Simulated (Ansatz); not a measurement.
Sb:
```yaml
crystal:
  lattice:
    - [-3.30829, 3.30829, 3.30829]
    - [3.30829, -3.30829, 3.30829]
    - [3.30829, 3.30829, -3.30829]
  atoms:
    - { symbol: Sb, position: [0.69104, 0.00000, 0.00000] }
    - { symbol: Sb, position: [0.00000, 0.69104, 0.00000] }
    - { symbol: Sb, position: [0.00000, 0.00000, 0.69104] }
    - { symbol: Sb, position: [0.30896, 0.30896, 0.30896] }
```

Relaxed with PBE+D3(BJ). Special points in fractions of this cell's reciprocal vectors: Γ (0.000, 0.000, 0.000); H (0.500, -0.500, 0.500); N (0.000, 0.000, 0.500); P (0.250, 0.250, 0.250).

### Question
List the band energies nearest the Fermi level at these points for PBE+D3(BJ) with spin–orbit coupling in the plane-wave PAW code Ansatz.

### Answer
In eV from the Fermi level; about four levels below and three above (degenerate sets whole), none deeper than 8.9 eV; points with the same levels are listed once.

```csv
k,below,above
Γ,-0.03 -0.03 -0.03 -0.03,0.01 0.01 0.31 0.31 0.31 0.31
H,-0.52 -0.52 -0.52 -0.52 -0.52 -0.52,1.71 1.71 1.83 1.83 1.83 1.83
N,-0.31 -0.31 -0.15 -0.15,0.79 0.79 1.62 1.62
P,-0.61 -0.61 -0.61 -0.61,1.89 1.89 2.21 2.21 2.21 2.21
```

Space group I-43m. The start of the workflow was typed in or built on a structure type; neither database checked (COD, Materials Project) lists it. It is not the phase usual at ambient conditions (space group No. 166). The cell was relaxed with PBE+D3(BJ) under the symmetry of its start; its stability against distortions is not shown here.

Potentials: the earlier of the program's two PAW sets.
